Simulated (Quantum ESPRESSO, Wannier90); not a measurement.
**Wannier functions of ZnO (wurtzite)**

Materials Project entry mp-2133; symmetrised, unrelaxed at this level. COD (Crystallography Open Database) has the formula in 2 space groups, this one among them (matched by group alone). Level: PBEsol, no spin polarisation, no spin-orbit coupling; pw.x of Quantum ESPRESSO at 68 Ry with PseudoDojo potentials, 12×12×4 k-points, Wannier90. Density: 12×12×6 mesh, Gaussian smearing 0.01 Ry.

On the energy scale of pw.x, whose zero is arbitrary, the valence-band maximum lies at 9.62 eV.

Input w.win:

```
num_bands = 6
num_wann = 6
exclude_bands = 1-2,9-48
num_iter = 1000
conv_tol = 1.0e-6
conv_window = 4
write_hr = true
write_u_matrices = true
auto_projections = true
begin unit_cell_cart
ang
    3.2373498524    0.0000000000    0.0000000000
   -1.6186749262    2.8036272131    0.0000000000
    0.0000000000    0.0000000000    5.2220600000
end unit_cell_cart
begin atoms_frac
Zn  -0.3333333333  0.3333333333 -0.4994100000
Zn   0.3333333333 -0.3333333333  0.0005900000
O   -0.3333333333  0.3333333333 -0.1202800000
O    0.3333333333 -0.3333333333  0.3797200000
end atoms_frac
mp_grid = 12 12 4
begin kpoints
0.0000000000 0.0000000000 0.0000000000
0.0000000000 0.0000000000 0.2500000000
0.0000000000 0.0000000000 0.5000000000
... (573 more lines: the 12x12x4 mesh through Gamma)
end kpoints
```

Input of pw2wannier90.x that gives the overlap and projection files (equivalent; here they were cut from one run over all bands):

```
&inputpp
  outdir = './out'
  prefix = 'pwscf'
  seedname = 'w'
  write_amn = .true.
  write_mmn = .true.
  atom_proj = .true.
  atom_proj_exclude = 1 5 6 7 8 9 10 11 15 16 17 18 19 20 21 22 23 24 25 26 27 28
/
```

Output w.wout (banner and timings cut):

```
                                    ------
                                    SYSTEM
                                    ------

                              Lattice Vectors (Ang)
                    a_1     3.237350   0.000000   0.000000
                    a_2    -1.618675   2.803627   0.000000
                    a_3     0.000000   0.000000   5.222060

                   Unit Cell Volume:      47.39710  (Ang^3)

                        Reciprocal-Space Vectors (Ang^-1)
                    b_1     1.940842   1.120546  -0.000000
                    b_2     0.000000   2.241092   0.000000
                    b_3     0.000000  -0.000000   1.203201

 *----------------------------------------------------------------------------*
 |   Site       Fractional Coordinate          Cartesian Coordinate (Ang)     |
 +----------------------------------------------------------------------------+
 | zn   1  -0.33333   0.33333  -0.49941   |   -1.61867   0.93454  -2.60795    |
 | zn   2   0.33333  -0.33333   0.00059   |    1.61867  -0.93454   0.00308    |
 | o    1  -0.33333   0.33333  -0.12028   |   -1.61867   0.93454  -0.62811    |
 | o    2   0.33333  -0.33333   0.37972   |    1.61867  -0.93454   1.98292    |
 *----------------------------------------------------------------------------*
                                ------------
                                K-POINT GRID
                                ------------

             Grid size = 12 x 12 x  4      Total points =  576

 *---------------------------------- MAIN ------------------------------------*
 |  Number of Wannier Functions               :                 6             |
 |  Number of Objective Wannier Functions     :                 6             |
 |  Number of input Bloch states              :                 6             |
 |  Output verbosity (1=low, 5=high)          :                 1             |
 |  Timing Level (1=low, 5=high)              :                 1             |
 |  Optimisation (0=memory, 3=speed)          :                 3             |
 |  Length Unit                               :               Ang             |
 |  Post-processing setup (write *.nnkp)      :                 F             |
 |  Using Gamma-only branch of algorithms     :                 F             |
 *----------------------------------------------------------------------------*
 *------------------------------- WANNIERISE ---------------------------------*
 |  Total number of iterations                :              1000             |
 |  Number of CG steps before reset           :                 5             |
 |  Trial step length for line search         :             2.000             |
 |  Convergence tolerence                     :         0.100E-05             |
 |  Convergence window                        :                 4             |
 |  Iterations between writing output         :                 1             |
 |  Iterations between backing up to disk     :               100             |
 |  Write r^2_nm to file                      :                 F             |
 |  Write xyz WF centres to file              :                 F             |
 |  Write on-site energies <0n|H|0n> to file  :                 F             |
 |  Use guiding centre to control phases      :                 F             |
 |  Use phases for initial projections        :                 F             |
 *----------------------------------------------------------------------------*
 *-------------------------------- PLOTTING ----------------------------------*
 |  Plotting Hamiltonian in WF basis          :                 T             |
 *----------------------------------------------------------------------------*

       ... (k-mesh section left out)

 Starting a new Wannier90 calculation ...

 Reading overlaps from w.mmn

 Reading projections from w.amn

 *------------------------------- WANNIERISE ---------------------------------*
 +--------------------------------------------------------------------+<-- CONV
 | Iter  Delta Spread     RMS Gradient      Spread (Ang^2)            |<-- CONV
 +--------------------------------------------------------------------+<-- CONV

 ------------------------------------------------------------------------------
 Initial State
  WF centre and spread    1  ( -1.618675,  0.934542, -2.608085 )     0.18564916
  WF centre and spread    2  ( -1.618675,  0.934435, -2.607884 )     0.18592543
  WF centre and spread    3  ( -1.618675,  0.934650, -2.607884 )     0.18592543
  WF centre and spread    4  (  1.618675, -0.934542,  0.002945 )     0.18564916
  WF centre and spread    5  (  1.618675, -0.934435,  0.003146 )     0.18592543
  WF centre and spread    6  (  1.618675, -0.934650,  0.003146 )     0.18592543
  Sum of centres and spreads ( -0.000000,  0.000000, -7.814615 )     1.11500006

      0     0.112E+01     0.0000000000        1.1150000747  <-- CONV
        O_D=      0.0000000 O_OD=      0.0000484 O_TOT=      1.1150001 <-- SPRD
 ------------------------------------------------------------------------------
      1    -0.266E-14     0.0000006075        1.1150000747  <-- CONV
        O_D=      0.0000000 O_OD=      0.0000484 O_TOT=      1.1150001 <-- SPRD
      2    -0.555E-14     0.0000006061        1.1150000747  <-- CONV
        O_D=      0.0000000 O_OD=      0.0000484 O_TOT=      1.1150001 <-- SPRD
      3    -0.777E-14     0.0000006034        1.1150000747  <-- CONV
        O_D=      0.0000000 O_OD=      0.0000484 O_TOT=      1.1150001 <-- SPRD
      4    -0.104E-13     0.0000005995        1.1150000747  <-- CONV
        O_D=      0.0000000 O_OD=      0.0000484 O_TOT=      1.1150001 <-- SPRD
             <<<     Delta < 1.000E-06  over  4 iterations     >>>
             <<< Wannierisation convergence criteria satisfied >>>
 Final State
  WF centre and spread    1  ( -1.618675,  0.934542, -2.608085 )     0.18564916
  WF centre and spread    2  ( -1.618675,  0.934435, -2.607884 )     0.18592543
  WF centre and spread    3  ( -1.618675,  0.934650, -2.607884 )     0.18592543
  WF centre and spread    4  (  1.618675, -0.934542,  0.002945 )     0.18564916
  WF centre and spread    5  (  1.618675, -0.934435,  0.003146 )     0.18592543
  WF centre and spread    6  (  1.618675, -0.934650,  0.003146 )     0.18592543
  Sum of centres and spreads ( -0.000000,  0.000000, -7.814615 )     1.11500006

         Spreads (Ang^2)       Omega I      =     1.114951683
        ================       Omega D      =     0.000000000
                               Omega OD     =     0.000048392
    Final Spread (Ang^2)       Omega Total  =     1.115000075
```
